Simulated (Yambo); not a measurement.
G0W0@LDA for LiBH$_{4}$ (space group P6_3mc, No. 186) in Yambo. Reference settings: 3×3×2 Γ-centred k mesh, bands 3 to 179 and a 8 Ry block in the screening, 179 bands in G with the Bruneval-Gonze terminator, plasmon pole fitted at 27.2 eV. The LDA gap Γ → K on this mesh is 6.38 eV; G0W0 gaps are taken between the same points.

Gap (Γ → K) in eV against the number of bands and the screening block, terminator on:

```csv
bands (W and G),2 Ry,3 Ry,5 Ry,6 Ry,8 Ry
35,9.047,9.057,9.177,9.181,9.224
59,8.907,8.941,9.124,9.132,9.205
93,8.865,8.906,9.127,9.138,9.234
136,8.857,8.897,9.136,9.150,9.266
179,8.856,8.895,9.141,9.157,9.286
```

Rough cost of the Yambo step against the reference (shared machines):

```
bands (W and G)  2 Ry  3 Ry  5 Ry  6 Ry  8 Ry
---------------  ----  ----  ----  ----  ----
35                1/7   1/6   1/6   1/5   1/4
59                1/5   1/4   1/4   1/4   1/2
93                1/3   1/3   1/4   1/3   1/2
136               1/3   1/3   1/2   1/3    ~1
179               1/2    ~1    ~1   1/2     1
```

At the largest block the last step in bands moves the gap by 0.020 eV; at the most bands the last step in the block moves it by 0.129 eV.

The mesh misses a band edge: along a dense path the LDA gap is 6.27 eV against 6.38 eV on the mesh.

Geometry of the Materials Project entry, not relaxed at this level; primitive cell a = b = 4.1800 Å, c = 6.7099 Å, α = β = 90.00°, γ = 120.00°.

The structure is a Materials Project entry; no match was found in the copy of COD used, and its stability was not checked.
